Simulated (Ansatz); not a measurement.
**Vibrational response of Zr3SbH**

Method: DFT PBE, scalar-relativistic, plane waves, PAW (Ansatz 0.2.0). Cutoff 420 eV, 8×8×8 k-points (Γ-centred), Fermi-Dirac smearing of 0.15 eV. No spin polarisation. Phonons by linear response, acoustic sum rule imposed.

Relaxed structure:
```
Zr Sb H
1.0
     4.47016    0.00000    0.00000
     0.00000    4.47016    0.00000
     0.00000    0.00000    4.47016
Zr Sb H
3 1 1
Direct
  0.00000 0.50000 0.50000
  0.50000 0.00000 0.50000
  0.50000 0.50000 0.00000
  0.00000 0.00000 0.00000
  0.50000 0.50000 0.50000
```

The cell was found from a structure generator's guess, not taken from experiment. In a metal, frequencies depend on the k mesh and the smearing, soft modes most. Spin–orbit coupling is left out, which matters for heavy elements.

**Question.** Is this structure stable against zone-centre distortions?

**Answer.** Yes, at Γ: no optical mode is imaginary. Strains and other wave vectors aren't tested by this run.

**Question.** List the optical modes at Γ (i marks imaginary ones).

**Answer.**
| frequency (cm⁻¹) | degeneracy |
| --- | --- |
| 143 | 3 |
| 182 | 3 |
| 198 | 3 |
| 907 | 3 |
